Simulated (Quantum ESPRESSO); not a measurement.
## Band energies of LiO2H3

```
CELL_PARAMETERS angstrom
      3.12793     0.00000     0.00000
     -1.26002     5.35483     0.00000
     -1.29856    -0.91227     5.27533
ATOMIC_POSITIONS crystal
  H  0.64021 0.48215 0.24466
  H  0.35979 0.51785 0.75534
  H  0.35770 0.25587 0.01683
  H  0.64230 0.74413 0.98317
  H  0.18257 0.76427 0.26860
  H  0.81743 0.23573 0.73140
  Li 0.00095 0.15220 0.34618
  Li 0.99905 0.84780 0.65382
  O  0.49881 0.29363 0.20565
  O  0.50119 0.70637 0.79435
  O  0.89132 0.78508 0.28665
  O  0.10868 0.21492 0.71335
```

LDA (pw.x of Quantum ESPRESSO, ONCV potentials, scalar-relativistic); path XΓY,LΓZ,NΓM,RΓ; energies in eV from the valence-band maximum.

```csv
k (1/Å),point,band 14,band 15,band 16,band 17,band 18,band 19,band 20,band 21
0.00,X,-0.82,-0.79,-0.71,-0.67,-0.08,5.99,6.56,8.74
0.40,,-0.81,-0.76,-0.60,-0.35,-0.20,5.01,7.38,8.98
0.60,Γ,-0.77,-0.72,-0.41,-0.33,-0.21,4.78,7.56,8.95
0.99,,-0.83,-0.78,-0.72,-0.54,-0.11,5.55,6.95,8.78
1.19,Y,-0.82,-0.79,-0.71,-0.67,-0.08,5.99,6.57,8.70
1.19,L,-1.31,-0.84,-0.84,-0.70,-0.52,6.42,7.06,7.94
1.38,,-1.07,-0.85,-0.79,-0.71,-0.45,6.12,7.12,8.14
1.96,Γ,-0.77,-0.72,-0.41,-0.33,-0.21,4.78,7.56,8.95
2.50,,-1.45,-0.74,-0.51,-0.37,-0.20,6.46,8.86,9.69
3.04,Z,-2.00,-0.81,-0.64,-0.36,-0.18,8.69,9.08,9.11
3.04,N,-1.94,-0.80,-0.50,-0.18,0.00,7.79,8.56,8.89
3.23,,-1.88,-0.80,-0.50,-0.19,-0.01,7.64,8.65,8.99
3.80,,-1.12,-0.71,-0.46,-0.29,-0.15,5.68,8.23,9.37
4.18,Γ,-0.77,-0.72,-0.41,-0.33,-0.21,4.78,7.56,8.95
4.36,,-0.89,-0.70,-0.47,-0.30,-0.24,5.02,7.78,9.09
4.89,,-1.72,-0.85,-0.84,-0.37,-0.29,7.34,9.34,9.72
5.25,M,-1.98,-0.98,-0.88,-0.41,-0.32,8.68,9.10,9.82
5.25,R,-2.01,-0.80,-0.64,-0.36,-0.17,8.71,9.09,9.10
5.79,,-1.45,-0.74,-0.51,-0.37,-0.19,6.45,8.87,9.70
6.33,Γ,-0.77,-0.72,-0.41,-0.33,-0.21,4.78,7.56,8.95
```

The LDA gap is indirect, 4.78 eV, from N to Γ; the smallest direct gap is 4.99 eV.

Geometry of the Materials Project entry, not relaxed at this level.

The structure is a Materials Project entry; no match was found in the copy of COD used, and its stability was not checked.

The distance between layers or molecules is the database entry's, not relaxed here. Functionals without dispersion can leave it too large, which widens gaps and weakens the response across layers: the numbers belong to this cell.
